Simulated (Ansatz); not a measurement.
CaMg2Bi2 in space group P-3m1 (No. 164; Ca on 1a, Mg on 2d, Bi on 2d) at seven volumes, the program Ansatz at the PBEsol level (PAW), shape and atoms relaxed at each. One row is withheld.

```json
[
 {"V (Å³/atom)": "26.841", "P (GPa)": "4.35"},
 {"V (Å³/atom)": "27.726", "P (GPa)": "2.67"},
 {"V (Å³/atom)": "28.611", "P (GPa)": "1.23"},
 {"V (Å³/atom)": "29.496", "P (GPa)": "0.00"},
 {"V (Å³/atom)": "30.381", "P (GPa)": "-1.05"},
 {"V (Å³/atom)": "31.266", "P (GPa)": "?"},
 {"V (Å³/atom)": "32.151", "P (GPa)": "-2.72"}
]
```

### Question
Fit the shown pressures and predict the withheld one.

### Answer
Third-order Birch–Murnaghan: P = (3/2)B₀(x^(7/2) − x^(5/2))[1 + (3/4)(B′ − 4)(x − 1)] with x = (V₀/V)^(2/3). Least squares on the six rows gives V₀ = 29.497 Å³/atom, B₀ = 37.82 GPa, B′ = 4.19. At V = 31.266, x = 0.9619 and P = -1.95 GPa. The run itself gave -1.95 GPa.

The workflow started from a Materials Project entry (that database holds measured and hypothetical structures alike); the Crystallography Open Database files this formula in space group No. 164, but the cells were not matched. Whether it is the stable phase at ambient conditions was not checked. The PBEsol relaxation kept the symmetry of its start; its stability against distortions is not shown here. Scalar-relativistic: spin–orbit coupling is off unless named, which matters more the heavier the elements.

Potentials: the later of the program's two PAW sets.
